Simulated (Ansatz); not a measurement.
**CdSe with Au replacing Cd: do the settings matter for the field gradients?**

Cell: a supercell of CdSe (wurtzite type, P6_3mc) built from an entry of the Crystallography Open Database (COD) (the entry's cell lengths or inner coordinates differ somewhat from later room-temperature determinations), with all atoms left at the host's positions.

```
CELL_PARAMETERS angstrom
8.60000 0.00000 0.00000
-4.30000 7.44782 0.00000
0.00000 0.00000 14.04000
ATOMIC_POSITIONS crystal
Au 0.16667 0.33333 0.00000
Cd 0.16667 0.33333 0.50000
Cd 0.16667 0.83333 0.00000
Cd 0.16667 0.83333 0.50000
Cd 0.66667 0.33333 0.00000
Cd 0.66667 0.33333 0.50000
Cd 0.66667 0.83333 0.00000
Cd 0.66667 0.83333 0.50000
Cd 0.33333 0.16667 0.25000
Cd 0.33333 0.16667 0.75000
Cd 0.33333 0.66667 0.25000
Cd 0.33333 0.66667 0.75000
Cd 0.83333 0.16667 0.25000
Cd 0.83333 0.16667 0.75000
Cd 0.83333 0.66667 0.25000
Cd 0.83333 0.66667 0.75000
Se 0.16667 0.33333 0.19250
Se 0.16667 0.33333 0.69250
Se 0.16667 0.83333 0.19250
Se 0.16667 0.83333 0.69250
Se 0.66667 0.33333 0.19250
Se 0.66667 0.33333 0.69250
Se 0.66667 0.83333 0.19250
Se 0.66667 0.83333 0.69250
Se 0.33333 0.16667 0.44250
Se 0.33333 0.16667 0.94250
Se 0.33333 0.66667 0.44250
Se 0.33333 0.66667 0.94250
Se 0.83333 0.16667 0.44250
Se 0.83333 0.16667 0.94250
Se 0.83333 0.66667 0.44250
Se 0.83333 0.66667 0.94250
```

Sites (sets of like atoms) are named by element and the number of their first atom in this list.

Reference run. Method: Kohn–Sham DFT in Ansatz, PBE, plane waves and PAW, scalar-relativistic, 420 eV cutoff, Γ-centred 3×3×2 k-points, Fermi–Dirac smearing 0.01 eV, cell charge +1.

**Question.** The input is changed as follows: `kpoints.mp_grid.grid`: [3, 3, 2] → [1, 1, 1]. What happens to V_zz (10²¹ V/m²) and η?

**Answer.** 

| site | atom | V_zz reference | η reference | V_zz changed | η changed |
| --- | --- | --- | --- | --- | --- |
| Au | 1 | -4.76 | 0.00 | -9.11 | 0.00 |
| Cd3 | 3 | -1.71 | 0.90 | 3.68 | 0.83 |
| Cd9 | 9 | 2.66 | 0.22 | 5.12 | 0.02 |
| Cd10 | 10 | 3.61 | 0.01 | 6.09 | 0.01 |
| Se17 | 17 | 3.92 | 0.00 | 5.80 | 0.00 |
| Se18 | 18 | -2.17 | 0.00 | 6.76 | 0.00 |
| Se19 | 19 | 1.14 | 0.56 | 7.76 | 0.21 |
| Se20 | 20 | 0.91 | 0.77 | 7.50 | 0.26 |
| Se25 | 25 | 0.86 | 0.21 | 8.51 | 0.09 |
| Se26 | 26 | 11.76 | 0.57 | 7.22 | 0.21 |
| Se31 | 31 | 0.17 | 0.00 | 9.04 | 0.00 |
| Se32 | 32 | -3.29 | 0.00 | 4.74 | 0.00 |

The largest change of V_zz along a kept axis is on Se18, from -2.17 to 6.76. Small gradients that grow severalfold: Se31 (0.17 to 9.04). In per cent, |V_zz| changes by +92 on Au, +69 to +92 on Cd, -39 to +48 on Se (all sites that start above 2, bar those whose gradient vanishes or changes sign or whose main axis turns by over 40°). Where |V_zz| stays above 0.1 and the axes keep their order, η moves most on Cd9, from 0.22 to 0.02. On Se26 V_xx and V_yy change places (or their axes turn by over 50°), so the two values of η hide a larger change. V_zz changes sign on Se32 (same axis), Se18 (same axis). On Cd3, Se19, Se20 the largest principal value lies along another axis in the second run, so the two V_zz can't be compared directly. The table leaves out 4 of the 16 sites, with |V_zz| up to 6.11; their tensors move by 2.83 at most along any direction. The statements above cover all sites. SCF iterations: 18 and 31. In the changed run the k-mesh is coarser than the standard one, so its values aren't converged ones.

On the reference run: The run isn't spin-polarised, and a state with spin may lie lower. The defect repeats with the cell of 32 atoms, so it feels its images: sites between two images don't show the values beside a lone defect, and zeros or small values of η there can come from the images' arrangement. Cd and Se carry a gradient in the pure host already, so the values there aren't the defect's effect alone. A uniform background compensates the cell's charge. The defect cell has no gap above 0.1 eV on its mesh, so the values can hang on the smearing and the k-mesh. Spin–orbit coupling is left out, which shifts gradients on Au by a few per cent in wide-gap crystals, and can shift them far more where the calculated gap is small or absent, as here. The neighbours have not yet relaxed around the defect (largest force 0.67 eV/Å), so a real crystal will differ.
